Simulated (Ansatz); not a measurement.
Input, command and steps of an Ansatz relaxation.

```yaml
crystal:
  lattice:
    - [5.3445822353, 0.0, 0.0]
    - [0.0, 5.3445822353, 0.0]
    - [0.0, 0.0, 5.4211702467]
  atoms:
    - { symbol: Ca, position: [0.3333333333, 0.3333333333, 0.0] }
    - { symbol: Ca, position: [0.6666666667, 0.6666666667, 0.0] }
    - { symbol: Ca, position: [0.6666666667, 0.3333333333, 0.5] }
    - { symbol: Ca, position: [0.3333333333, 0.6666666667, 0.5] }
    - { symbol: O, position: [0.0, 0.0, 0.75] }
    - { symbol: O, position: [0.0, 0.0, 0.25] }
basis:
  ecutwfc: 420
kpoints:
  mp_grid: { grid: [4, 4, 4] }
hamiltonian:
  xc: pbe
scf:
  occupations: { method: gaussian, width: 0.1 }
  lower_state_search: "off"
output:
  forces: true
  stress: true
  eigenvalues: true
relax:
  adjacent_minimum: "off"
  f_tol: 0.04
  max_steps: 70
  cell: { stress_tol: 0.4 }
```

```bash
ansatz run input.yaml --threads 1 --pin off --max-ram 2560MiB --backend cpu --events-out ev --progress --plain --runs-dir out
```

Method: DFT PBE, scalar-relativistic, plane waves, PAW (Ansatz 0.2.0).

Of 12 frames 10 are shown, positions in Å and forces in eV/Å; the SCF threshold varies from step to step. Steps run on the plane waves of an earlier cell, with a Pulay correction in the pressure. The basis is chosen afresh for the last frame, the zero of the energies, and at times for earlier ones too; energy and pressure step there, also at an unchanged geometry. Here that happened at step 10 (-12 meV/atom, 0.5 GPa); the frames before carry an error of that size.

```xyz
6
Lattice="5.3446 0.0000 0.0000 0.0000 5.3446 0.0000 0.0000 0.0000 5.4212" Properties=species:S:1:pos:R:3:forces:R:3 pbc="T T T" step=1 free_energy_over_end_meV_per_atom=2147.07 pressure_GPa=3.55
Ca    1.7815    1.7815    0.0000   -4.1679   -4.1679    0.0000
Ca    3.5631    3.5631    0.0000    4.1679    4.1679    0.0000
Ca    3.5631    1.7815    2.7106    4.1679   -4.1679    0.0000
Ca    1.7815    3.5631    2.7106   -4.1679    4.1679    0.0000
O     0.0000    0.0000    4.0659    0.0000    0.0000    0.0000
O     0.0000    0.0000    1.3553    0.0000    0.0000    0.0000
6
Lattice="5.2833 0.0000 0.0000 0.0000 5.2833 0.0000 0.0000 0.0000 5.5596" Properties=species:S:1:pos:R:3:forces:R:3 pbc="T T T" step=2 free_energy_over_end_meV_per_atom=1374.35 pressure_GPa=0.36
Ca    1.6213    1.6213    0.0000   -3.4697   -3.4697    0.0000
Ca    3.6620    3.6620    0.0000    3.4697    3.4697    0.0000
Ca    3.6620    1.6213    2.7798    3.4697   -3.4697    0.0000
Ca    1.6213    3.6620    2.7798   -3.4697    3.4697    0.0000
O     0.0000    0.0000    4.1697    0.0000    0.0000    0.0000
O     0.0000    0.0000    1.3899    0.0000    0.0000    0.0000
6
Lattice="5.2281 0.0000 0.0000 0.0000 5.2281 0.0000 0.0000 0.0000 5.6020" Properties=species:S:1:pos:R:3:forces:R:3 pbc="T T T" step=3 free_energy_over_end_meV_per_atom=775.76 pressure_GPa=-1.31
Ca    1.4696    1.4696    0.0000   -2.8353   -2.8353    0.0000
Ca    3.7586    3.7586    0.0000    2.8353    2.8353    0.0000
Ca    3.7586    1.4696    2.8010    2.8353   -2.8353    0.0000
Ca    1.4696    3.7586    2.8010   -2.8353    2.8353    0.0000
O     0.0000    0.0000    4.2015    0.0000    0.0000    0.0000
O     0.0000    0.0000    1.4005    0.0000    0.0000    0.0000
6
Lattice="5.4276 0.0000 0.0000 0.0000 5.4276 0.0000 0.0000 0.0000 5.6162" Properties=species:S:1:pos:R:3:forces:R:3 pbc="T T T" step=5 free_energy_over_end_meV_per_atom=121.56 pressure_GPa=-0.81
Ca    1.2601    1.2601    0.0000   -1.1568   -1.1568    0.0000
Ca    4.1675    4.1675    0.0000    1.1568    1.1568    0.0000
Ca    4.1675    1.2601    2.8081    1.1568   -1.1568    0.0000
Ca    1.2601    4.1675    2.8081   -1.1568    1.1568    0.0000
O     0.0000    0.0000    4.2121    0.0000    0.0000    0.0000
O     0.0000    0.0000    1.4040    0.0000    0.0000    0.0000
6
Lattice="5.4317 0.0000 0.0000 0.0000 5.4317 0.0000 0.0000 0.0000 5.6739" Properties=species:S:1:pos:R:3:forces:R:3 pbc="T T T" step=6 free_energy_over_end_meV_per_atom=53.21 pressure_GPa=5.10
Ca    1.1195    1.1195    0.0000    0.6817    0.6817    0.0000
Ca    4.3122    4.3122    0.0000   -0.6817   -0.6817    0.0000
Ca    4.3122    1.1195    2.8370   -0.6817    0.6817    0.0000
Ca    1.1195    4.3122    2.8370    0.6817   -0.6817    0.0000
O     0.0000    0.0000    4.2554    0.0000    0.0000    0.0000
O     0.0000    0.0000    1.4185    0.0000    0.0000    0.0000
6
Lattice="5.5902 0.0000 0.0000 0.0000 5.5902 0.0000 0.0000 0.0000 5.8033" Properties=species:S:1:pos:R:3:forces:R:3 pbc="T T T" step=7 free_energy_over_end_meV_per_atom=15.76 pressure_GPa=0.24
Ca    1.1649    1.1649    0.0000   -0.1026   -0.1026    0.0000
Ca    4.4253    4.4253    0.0000    0.1026    0.1026    0.0000
Ca    4.4253    1.1649    2.9017    0.1026   -0.1026    0.0000
Ca    1.1649    4.4253    2.9017   -0.1026    0.1026    0.0000
O     0.0000    0.0000    4.3525    0.0000    0.0000    0.0000
O     0.0000    0.0000    1.4508    0.0000    0.0000    0.0000
6
Lattice="5.5998 0.0000 0.0000 0.0000 5.5998 0.0000 0.0000 0.0000 5.8802" Properties=species:S:1:pos:R:3:forces:R:3 pbc="T T T" step=8 free_energy_over_end_meV_per_atom=13.22 pressure_GPa=0.04
Ca    1.1520    1.1520    0.0000    0.0016    0.0016    0.0000
Ca    4.4478    4.4478    0.0000   -0.0016   -0.0016    0.0000
Ca    4.4478    1.1520    2.9401   -0.0016    0.0016    0.0000
Ca    1.1520    4.4478    2.9401    0.0016   -0.0016    0.0000
O     0.0000    0.0000    4.4102    0.0000    0.0000    0.0000
O     0.0000    0.0000    1.4701    0.0000    0.0000    0.0000
6
Lattice="5.5720 0.0000 0.0000 0.0000 5.5720 0.0000 0.0000 0.0000 5.9171" Properties=species:S:1:pos:R:3:forces:R:3 pbc="T T T" step=10 free_energy_over_end_meV_per_atom=1.15 pressure_GPa=0.51
Ca    1.1485    1.1485    0.0000    0.0058    0.0058    0.0000
Ca    4.4236    4.4236    0.0000   -0.0058   -0.0058    0.0000
Ca    4.4236    1.1485    2.9585   -0.0058    0.0058    0.0000
Ca    1.1485    4.4236    2.9585    0.0058   -0.0058    0.0000
O     0.0000    0.0000    4.4378    0.0000    0.0000    0.0000
O     0.0000    0.0000    1.4793    0.0000    0.0000    0.0000
6
Lattice="5.6123 0.0000 0.0000 0.0000 5.6123 0.0000 0.0000 0.0000 5.9578" Properties=species:S:1:pos:R:3:forces:R:3 pbc="T T T" step=11 free_energy_over_end_meV_per_atom=0.57 pressure_GPa=0.09
Ca    1.1469    1.1469    0.0000    0.0011    0.0011    0.0000
Ca    4.4654    4.4654    0.0000   -0.0011   -0.0011    0.0000
Ca    4.4654    1.1469    2.9789   -0.0011    0.0011    0.0000
Ca    1.1469    4.4654    2.9789    0.0011   -0.0011    0.0000
O     0.0000    0.0000    4.4684    0.0000    0.0000    0.0000
O     0.0000    0.0000    1.4895    0.0000    0.0000    0.0000
6
Lattice="5.6123 0.0000 0.0000 0.0000 5.6123 0.0000 0.0000 0.0000 5.9578" Properties=species:S:1:pos:R:3:forces:R:3 pbc="T T T" step=12 free_energy_over_end_meV_per_atom=0.00 pressure_GPa=0.10
Ca    1.1469    1.1469    0.0000    0.0013    0.0013    0.0000
Ca    4.4654    4.4654    0.0000   -0.0013   -0.0013    0.0000
Ca    4.4654    1.1469    2.9789   -0.0013    0.0013    0.0000
Ca    1.1469    4.4654    2.9789    0.0013   -0.0013    0.0000
O     0.0000    0.0000    4.4684    0.0000    0.0000    0.0000
O     0.0000    0.0000    1.4895    0.0000    0.0000    0.0000
```

The start is a random arrangement. At the end the space group is P4_2/mcm (tolerance 0.05 Å).

The run took 83 s on 1 thread of Arm Neoverse V1 (shared host), peak memory 0.41 GiB.

The k mesh is coarse. Spin polarisation was left out, and a magnetic state may lie lower.